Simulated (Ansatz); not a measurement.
Sb in space group I4_132 (No. 214; Sb on 8a) at seven volumes, DFT-r²SCAN in the program Ansatz with PAW potentials, scaled uniformly. One row is withheld.

```json
[
 {"V (Å³/atom)": "58.416", "P (GPa)": "2.44"},
 {"V (Å³/atom)": "60.342", "P (GPa)": "1.48"},
 {"V (Å³/atom)": "62.268", "P (GPa)": "0.68"},
 {"V (Å³/atom)": "64.193", "P (GPa)": "0.00"},
 {"V (Å³/atom)": "66.119", "P (GPa)": "?"},
 {"V (Å³/atom)": "68.045", "P (GPa)": "-1.06"},
 {"V (Å³/atom)": "69.971", "P (GPa)": "-1.47"}
]
```

**Question.** Fit the shown pressures and predict the withheld one.

**Answer.** P = (3/2)B₀(x^(7/2) − x^(5/2))[1 + (3/4)(B′ − 4)(x − 1)] with x = (V₀/V)^(2/3). Least squares on the six rows gives V₀ = 64.191 Å³/atom, B₀ = 20.8 GPa, B′ = 4.62. At V = 66.119, x = 0.9805 and P = -0.57 GPa. The run itself gave -0.59 GPa.

The start of the workflow was typed in or built on a structure type; neither database checked (COD, Materials Project) lists it. It is not the phase usual at ambient conditions (space group No. 166). Symmetry was held in the r²SCAN relaxation; whether a distortion lowers the energy is not shown. The volume moved by 66 % from the start of the relaxation. Scalar-relativistic: spin–orbit coupling is off unless named, which matters more the heavier the elements.

Potentials: the later of the program's two PAW sets.
